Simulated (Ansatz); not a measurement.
Input:

Si3N4:
Space group P6₃/m (No. 176); a = 7.606 Å, b = 7.606 Å, c = 2.905 Å, α = 90.00°, β = 90.00°, γ = 120.00°

```csv
atom,site,symmetry,x,y,z
Si,6h,m..,0.4061,0.2307,0.2500
N,2d,-6..,0.6667,0.3333,0.2500
N,6h,m..,0.0312,0.3303,0.2500
```

This is the r²SCAN-relaxed structure.

Q: All from plane-wave PAW r²SCAN (Ansatz code), unless another level is named. Predict the smallest direct gap on the standard path.

A: 5.20 eV.

Q: Give the formation energy from the elements (no fitted shifts).

A: -1.27 eV/atom.

Q: What about the band gap?

A: 4.99 eV (indirect).

Q: Give the valence-band maximum.

A: on the Γ–A line, 33 % of the way from Γ.

Q: And the conduction-band minimum?

A: at Γ.

Space group P6_3/m. The r²SCAN relaxation kept the symmetry of its start. The references are the lowest solids computed at this level, not always the standard phases (solids in place of the gases).

Potentials: the earlier of the program's two PAW sets.
